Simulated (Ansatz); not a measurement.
A geometry of ZnF2 away from equilibrium: step 14 of the relaxation of a generated trial cell of ZnF2 in the AFLOW prototype A2B_oP12_62_2c_c (C23, as in PbCl2). Method: PBE (plane waves to 420 eV, PAW, scalar-relativistic; Ansatz, a program for electronic structure). Γ-centred k-mesh 4×6×3 on the run's cell (coarser than for final values), Fermi–Dirac smearing 0.05 eV.

```
ZnF2
1.0
    5.14250     0.00000     0.00000
    0.00000     3.73458     0.00000
    0.00000     0.00000     7.47432
Zn F
4 8
Cartesian
  3.58986   0.93365   4.55687
  1.01861   0.93365   6.65460
  1.55264   2.80094   2.91744
  4.12389   2.80094   0.81971
  2.92737   0.93365   6.48022
  0.35611   0.93365   4.73126
  2.21514   2.80094   0.99410
  4.78639   2.80094   2.74306
  2.42541   0.93365   2.88647
 -0.14584   0.93365   0.85069
  2.71709   2.80094   4.58785
  5.28835   2.80094   6.62362
```

### Question
Which atoms carry the largest force, and which way does it point?

### Answer
0.02 eV/Å, on F9, F10, F11, F12 (atoms numbered as listed); on F10 its components are (0.00, 0.00, 0.02).

### Question
What is the pressure?

### Answer
+2.7 GPa, compression positive.

### Question
How far above the relaxed end point is this geometry?

### Answer
0.08 eV/atom; the path ends in I4₁/amd (No. 141) (anatase type).

No spin polarisation in the result.

The run could not lose the symmetry of its start, so the end can be a saddle point.

The end of the path is a generated cell of ZnF2: the first start was made by placing the elements on the sites of a structure type, and the end was not matched to a known phase here, so it may be hypothetical. Known forms of ZnF2 include space group No. 136.
